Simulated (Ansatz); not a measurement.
# Cs₂HgSe₂: ²⁰¹Hg nuclear quadrupole resonance

Cell: a measured structure from the Crystallography Open Database (COD), ions relaxed with PBE at fixed cell.

```cif
data_Cs2HgSe2
_symmetry_space_group_name_H-M 'Pbam'
_symmetry_Int_Tables_number 55
_cell_length_a 8.1849
_cell_length_b 10.3302
_cell_length_c 4.7112
_cell_angle_alpha 90.000
_cell_angle_beta 90.000
_cell_angle_gamma 90.000
loop_
_atom_site_label
_atom_site_type_symbol
_atom_site_symmetry_multiplicity
_atom_site_Wyckoff_symbol
_atom_site_fract_x
_atom_site_fract_y
_atom_site_fract_z
Cs Cs 4 h 0.3901 0.8330 0.5000
Hg Hg 2 a 0.5000 0.5000 0.0000
Se Se 4 g 0.2264 0.5956 0.0000
```

One atom of each set is listed.

The numbers come from a DFT calculation in Ansatz (PBE, plane waves and PAW, scalar-relativistic, 420 eV cutoff, Γ-centred 4×3×6 k-points, Fermi–Dirac smearing 0.02 eV).

²⁰¹Hg: I = 3/2, Q = 387.0 mb (year-2017 value). Static lattice, zero field.

Question: At which frequencies do the ²⁰¹Hg NQR lines lie?

Answer: For I = 3/2 there is one line, ν = (|C_Q|/2)(1 + η²/3)^½.

```
site  atoms  V_zz (10²¹ V/m²)  C_Q (MHz)     η  line frequencies (MHz)
  Hg      2             -63.6       -595  0.02                   297.7
```

At Hg V_zz points along the line of its two bonds (within 1°).

Spin–orbit coupling is left out, which shifts gradients on Hg by a few per cent, and by more where contributions nearly cancel.

The relaxation (4 steps) took 3.3 min of wall time (3.4 min of CPU time) and 1.1 GiB at its peak, on 1 thread of Arm Neoverse V1 (aarch64; 8 cores open to the job, memory cap 3.0 GiB, no GPU), a shared host with a load of 0.6 a core.
